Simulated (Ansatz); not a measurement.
PtSb2 (space group Pa-3)

```cif
data_Pt4Sb8
_chemical_formula_sum 'Sb8 Pt4'
_space_group_name_H-M_alt 'Pa-3'
_space_group_IT_number 205
_space_group_name_Hall '-P 2ac 2ab 3'
_cell_length_a 6.55329
_cell_length_b 6.55329
_cell_length_c 6.55329
_cell_angle_alpha 90.000
_cell_angle_beta 90.000
_cell_angle_gamma 90.000
loop_
_atom_site_label
_atom_site_type_symbol
_atom_site_symmetry_multiplicity
_atom_site_Wyckoff_symbol
_atom_site_fract_x
_atom_site_fract_y
_atom_site_fract_z
_atom_site_occupancy
Sb1 Sb 8 c 0.37490 0.37490 0.37490 1
Pt1 Pt 4 a 0.00000 0.00000 0.00000 1
```

The volume is varied about the relaxed value V₀ at fixed cell shape. The atoms relax within the cell's symmetry.

Method: PBE (plane waves to 420 eV, PAW, scalar-relativistic; Ansatz, a first-principles code). k mesh 6×6×6 (Γ-centred), Fermi-Dirac smearing 0.05 eV. Energies are smeared free energies. At this level the bands of PtSb2 touch or barely overlap; measurements give the solid a gap. PtSb2 is run without spin polarisation. PtSb2 was relaxed with its symmetry unable to fall. Spin-orbit coupling is left out, though Pt and Sb are heavy. ΔE is measured from the relaxed starting cell. The last digit holds for this mesh only.

```csv
V (Å³/atom),ΔE (meV/atom)
21.108,95.0
21.499,63.5
21.889,39.2
22.280,21.3
22.671,9.1
23.062,2.2
23.453,0.0
23.844,2.1
24.235,8.0
24.626,17.3
25.017,29.8
25.407,45.1
25.798,62.8
```

What bulk modulus B₀ follows from a third-order Birch-Murnaghan fit?

104 GPa.

What is the fitted pressure derivative B₀′?

5.2.

(A scan under strain: stresses follow from slopes of the energy per volume, elastic moduli from its curvatures.)
